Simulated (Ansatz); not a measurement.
## TaV (Cmmm): moments, gap and shell filling against U

Geometry: a structure from the Materials Project; nothing is relaxed.

Settings: PBE, 12×12×8 k mesh, Fermi–Dirac smearing of 0.08 eV. PAW means Ansatz 0.2.0 on its default frozen-core files; LAPW is all-electron LAPW in Ansatz 0.2.0. Site moments are integrated in spheres about the atoms, whose radii differ between the methods.

The first input and its command:

```yaml
crystal:
  lattice:
    - [1.6067, -2.307775, 0.0]
    - [1.6067, 2.307775, 0.0]
    - [0.0, 0.0, 4.341361]
  atoms:
    - { symbol: Ta, position: [0.0, 0.0, 0.0] }
    - { symbol: V, position: [0.5, 0.5, 0.5], spin: 2.0 }
magnetization:
  spin_polarized: true
kpoints:
  mp_grid: { grid: [12, 12, 8] }
scf:
  occupations: { method: fermi_dirac, width: 0.08 }
hamiltonian:
  xc: pbe
  pseudopotentials: { kind: paw }
output:
  forces: true
  stress: true
  eigenvalues: true
  hubbard: { sites: [{ species: Ta, l: d }, { species: V, l: d }] }
  populations: true
```

Command: `ansatz run input.yaml --threads 1 --pin off --max-ram 3072MiB --backend cpu --events-out ev --progress --plain --runs-dir out`

The input for «U = 5 eV on Ta d» by LAPW differs from it in these lines, output keys apart:

```diff
-  pseudopotentials: { kind: paw }
+  pseudopotentials: { kind: all_electron, lapw: { basis_error: 0.001 } }
+  hubbard: { sites: [{ species: Ta, l: d, u_eff: 5 }] }
```

The largest moment can sit on different atoms in different rows. U is Dudarev's effective value on Löwdin-orthogonalised free-atom orbitals with fully localised double counting, unless a row says otherwise (a row with U and J takes Liechtenstein's form); the search for lower states is left at its default. Gaps are Kohn–Sham gaps on the k mesh over both spins.

Without U, PAW counts the shell on its file's own orbitals, so that entry can be offset from the others.

```json
{"run": "no U", "largest site moment PAW (μB)": "0.00", "largest site moment LAPW (μB)": "0.00", "gap PAW (eV)": "metal", "gap LAPW (eV)": "metal", "Ta d electrons PAW": "4.24", "electrons LAPW": "4.26", "P PAW (GPa)": "-0.3", "P LAPW (GPa)": "-0.4"}
{"run": "U = 1 eV on Ta d", "largest site moment PAW (μB)": "0.00", "largest site moment LAPW (μB)": "0.00", "gap PAW (eV)": "metal", "gap LAPW (eV)": "metal", "Ta d electrons PAW": "4.25", "electrons LAPW": "4.25", "P PAW (GPa)": "0.0", "P LAPW (GPa)": "0.0"}
{"run": "U = 3 eV on Ta d and V d", "largest site moment PAW (μB)": "1.95", "largest site moment LAPW (μB)": "2.02", "gap PAW (eV)": "metal", "gap LAPW (eV)": "metal", "Ta d electrons PAW": "4.27", "electrons LAPW": "4.28", "P PAW (GPa)": "14.6", "P LAPW (GPa)": "14.5"}
{"run": "U = 5 eV on Ta d", "largest site moment PAW (μB)": "?", "largest site moment LAPW (μB)": "0.83", "gap PAW (eV)": "metal", "gap LAPW (eV)": "metal", "Ta d electrons PAW": "4.15", "electrons LAPW": "4.15", "P PAW (GPa)": "5.5", "P LAPW (GPa)": "5.6"}
{"run": "U = 3.9, J = 0.9 eV on Ta d", "largest site moment PAW (μB)": "0.00", "largest site moment LAPW (μB)": "–", "gap PAW (eV)": "metal", "gap LAPW (eV)": "–", "Ta d electrons PAW": "?", "electrons LAPW": "–", "P PAW (GPa)": "?", "P LAPW (GPa)": "–"}
```

**Question.** What belongs in the row "U = 5 eV on Ta d", column "largest site moment PAW (μB)"?

**Answer.** 0.64.

**Question.** What belongs in the row "U = 3.9, J = 0.9 eV on Ta d", column "Ta d electrons PAW"?

**Answer.** 4.22.

**Question.** What belongs in the row "U = 3.9, J = 0.9 eV on Ta d", column "P PAW (GPa)"?

**Answer.** 0.9.

**Question.** Give the eigenvalues of the occupation matrix of Ta1 d for «U = 5 eV on Ta d» by LAPW.

**Answer.** Majority spin: 0.39, 0.40, 0.57, 0.60, 0.62. Minority spin: 0.26, 0.27, 0.34, 0.35, 0.35.

Spin–orbit coupling is left out although heavy atoms are present. In at least one run the program's final test of stability wasn't made or came to no verdict. None of this fixes the real material's magnetic order: only patterns that fit the cell were computed, at zero temperature, with a functional that can overstate moments. Left out because it didn't converge or finish: Elk, no U.
